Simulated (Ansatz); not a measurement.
C:
```yaml
crystal:
  lattice:
    - [0.00000, 1.78577, 1.78577]
    - [1.78577, 0.00000, 1.78577]
    - [1.78577, 1.78577, 0.00000]
  atoms:
    - { symbol: C, position: [0.50000, 0.50000, 0.50000] }
    - { symbol: C, position: [0.75000, 0.75000, 0.75000] }
```

Relaxed with PBE. Special points in fractions of this cell's reciprocal vectors: Γ (0.000, 0.000, 0.000); X (0.500, 0.000, 0.500); U (0.625, 0.250, 0.625); K (0.375, 0.375, 0.750); L (0.500, 0.500, 0.500); W (0.500, 0.250, 0.750).

List the band energies nearest the valence-band maximum at these points for the program Ansatz at the PBE level (PAW).

In eV from the valence-band maximum; about four levels below and three above (degenerate sets whole), none deeper than 8.9 eV; … stands for higher levels left out; points with the same levels are listed once.

```
k           below          above
-  --------------  -------------
Γ  0.00 0.00 0.00              …
X     -6.28 -6.28    4.76 4.76 …
U           -5.35   5.67 10.71 …
L     -2.80 -2.80    8.45 8.45 …
W     -8.29 -8.29  10.60 10.60 …
```

Space group Fd-3m (diamond). Symmetry was held in the PBE relaxation.

Potentials: the later of the program's two PAW sets.
